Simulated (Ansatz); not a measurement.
Input:

Relaxed CdS (zinc blende):

```xyz
4
Lattice="0.0000 5.9271 5.9271 2.9635 2.9635 5.9271 2.9635 2.9635 0.0000" Properties=species:S:1:pos:R:3 pbc="T T T"
S      4.4453     4.4453     4.4453
S      4.4453     7.4089     7.4089
Cd     0.0000     0.0000     0.0000
Cd     2.9635     5.9271     2.9635
```

The atoms are displaced by Q × the pattern below (from a DFPT mode at X = (0.5, 0.5, 0.0), largest move 1; Q in Å), at fixed cell. It is one choice among 2 degenerate patterns. (q is in reciprocal vectors of the primitive cell; the cell shown is doubled to hold the pattern.)

```csv
atom,x,y,z
S1,-0.650,0.000,0.000
S2,0.650,0.000,0.000
Cd3,0.000,-1.000,0.000
Cd4,0.000,1.000,0.000
```

These are PBE (plane waves to 420 eV, PAW, scalar-relativistic; Ansatz, an electronic-structure program) values and carry that method's errors. k mesh 10×10×10 (Γ-centred), Fermi-Dirac smearing 0.05 eV. Energies are smeared free energies. CdS was relaxed with its symmetry unable to fall. The PAW data are Ansatz's earlier set. ΔE is measured from the undisplaced structure.

The scan covers Q from -0.180 to 0.180 Å in 13 points.

Question: Which space group does the distorted structure have?

Answer: C222_1 (No. 20), lowered from F-43m.

Question: What is the energy change at Q = 0.180 Å?

Answer: 44.6 meV/cell.

Question: What harmonic wavenumber does the curvature at Q = 0 give?

Answer: 54 cm⁻¹.

(For displaced atoms, the force is minus the slope of the energy, and its curvature is a force constant, which sets phonon frequencies.)
